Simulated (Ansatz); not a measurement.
According to DFT-r²SCAN in the program Ansatz with PAW potentials, RuW in the rock salt structure (Fm-3m) relaxes to a = 5.100 Å. Ru has 6 nearest neighbours from 2.55 Å (octahedral); W has 6 nearest neighbours from 2.55 Å (octahedral). Its formation energy from the elements is 97 kJ/mol of atoms, with no fitted shifts.

Electronic character: metallic (no gap). Gap from r²SCAN with spin–orbit coupling: none (metallic).

An equation-of-state fit gives a bulk modulus of 248 GPa. The relaxed-ion elastic constants in GPa are C11 = 383, C12 = 180, C44 = -23.3. Bader charges are Ru -0.82, W +0.82 e.

The start of the workflow was typed in or built on a structure type; neither database checked (COD, Materials Project) lists it. Whether it is the stable phase at ambient conditions was not checked. Symmetry was held in the r²SCAN relaxation. At this level the phase is mechanically unstable. The run is not spin-polarised. Its formation energy is positive at this level, so the cell may be metastable or incomplete. As this level gives no gap, shear constants depend on the k-mesh and smearing (Fermi–Dirac, 0.1 eV here). The references are the lowest solids computed at this level, not always the standard phases. Spin–orbit coupling is left out wherever it is not named.

Potentials: the earlier of the program's two PAW sets.
